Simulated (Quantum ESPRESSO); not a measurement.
# Moving one atom in Si7C

The results below are calculated, not measured. They come from pw.x of Quantum ESPRESSO 7.5, a plane-wave density functional program, with PseudoDojo standard norm-conserving files (v0.5 for PBE, v0.4.1 for LDA and PBEsol). The cells are made up: elements, strain and atom displacements were drawn at random, and nothing was relaxed. There is no spin polarisation, spin-orbit coupling or dispersion term.

The cell has 8 sites of a zincblende or diamond lattice. Sites 1 to 4 hold Si Si C Si; sites 5 to 8 hold Si Si Si Si. Cell vectors in Å: (5.320, -0.066, -0.095); (-0.066, 5.419, 0.029); (-0.095, 0.029, 5.366). Settings: PBE, cutoff 1116 eV, 6 x 6 x 6 k mesh shifted by half a step, Fermi-Dirac smearing of 0.1 eV.

Each run shifts the Si atom on site 6 along z and leaves all else fixed. Site 3 is one of its nearest neighbours. E is the free energy of the cell above the lowest run shown.

| run | shift (Å) | Fz on site 6 (eV/Å) | Fz on site 3 (eV/Å) | P (GPa) | E (meV) |
| --- | --- | --- | --- | --- | --- |
| 1 | -0.0847 | 0.163 | -0.026 | -3.87 | 0.7 |
| 2 | -0.0633 | -0.094 | 0.001 | -3.86 | 0.0 |
| 3 | -0.0094 | -0.741 | 0.062 | -3.82 | 22.5 |
| 4 | 0.0264 | -1.165 | 0.096 | -3.77 | 56.6 |
| 5 | 0.0579 | -1.533 | 0.121 | -3.70 | 99.1 |
| 7 | 0.0863 | -1.859 | 0.141 | -3.62 | 147.3 |
| 6 | 0.0745 | ? | ? | ? | ? |

A rerun of one of these cells at 1347 eV and k mesh 8 x 8 x 8 moved values by no more than 0.002 eV in the cell's energy, 0.04 GPa in stress and 0.005 eV/Å in force.

## Worked fit

A parabola through the six runs shown gives Fz on site 6 = -0.853 - 11.84 u + 2.0 u² eV/Å, with u in Å and a scatter of 0.002 eV/Å. Minus the slope, 11.84 ± 0.06 eV/Å², is this atom's force constant along z at u = 0, with its periodic images moving too. The fitted force vanishes at u = -0.071 Å, where the energy should be lowest along this line. The error is the larger of the fit's own and the change that a cubic makes, rounded up.

## Withheld run

Question: what Fz on site 6 should run 6 give?

The fit gives -1.724 eV/Å. The calculation gave -1.724 eV/Å.

| run | shift (Å) | Fz on site 6 (eV/Å) | Fz on site 3 (eV/Å) | P (GPa) | E (meV) |
| --- | --- | --- | --- | --- | --- |
| 6 | 0.0745 | -1.724 | 0.133 | -3.66 | 126.2 |